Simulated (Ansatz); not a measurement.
WSe2:
```xyz
6
Lattice="3.3026 0.0000 0.0000 -1.6513 2.8601 0.0000 0.0000 0.0000 13.2274" Properties=species:S:1:pos:R:3 pbc="T T T"
W      0.0000     1.9068     3.3068
W      1.6513     0.9534     9.9205
Se     0.0000     1.9068     8.2569
Se     1.6513     0.9534     1.6432
Se     1.6513     0.9534     4.9705
Se     0.0000     1.9068    11.5842
```

Relaxed with r²SCAN+D4. Special points in fractions of this cell's reciprocal vectors: Γ (0.000, 0.000, 0.000); M (0.500, 0.000, 0.000); K (0.333, 0.333, 0.000); A (0.000, 0.000, 0.500); L (0.500, 0.000, 0.500); H (0.333, 0.333, 0.500).

Problem. List the band energies nearest the valence-band maximum at these points for plane-wave PAW r²SCAN+D4 (Ansatz code).

Solution. In eV from the valence-band maximum; about four levels below and three above (degenerate sets whole), none deeper than 8.9 eV; points with the same levels are listed once.

| k | below | above |
|---|---|---|
| Γ | -1.65 -1.65 -1.32 -1.01 0.00 | 2.78 2.78 2.82 2.82 |
| M | -1.48 -1.44 -1.31 -1.30 | 2.22 2.25 2.48 |
| K | -2.71 -2.71 -0.42 -0.23 | 1.38 1.38 2.23 |
| A | -1.67 -1.67 -1.67 -1.67 -0.25 -0.25 | 2.79 2.79 2.79 2.79 |
| L | -1.39 -1.39 -1.36 -1.36 | 2.23 2.23 2.62 2.62 |
| H | -2.83 -2.83 -0.33 -0.33 | 1.38 1.38 2.69 2.69 |

Space group P6_3/mmc. The r²SCAN+D4 relaxation kept the symmetry of its start. The run is not spin-polarised. Scalar-relativistic: spin–orbit coupling is off unless named, which matters more the heavier the elements.

Potentials: the later of the program's two PAW sets.
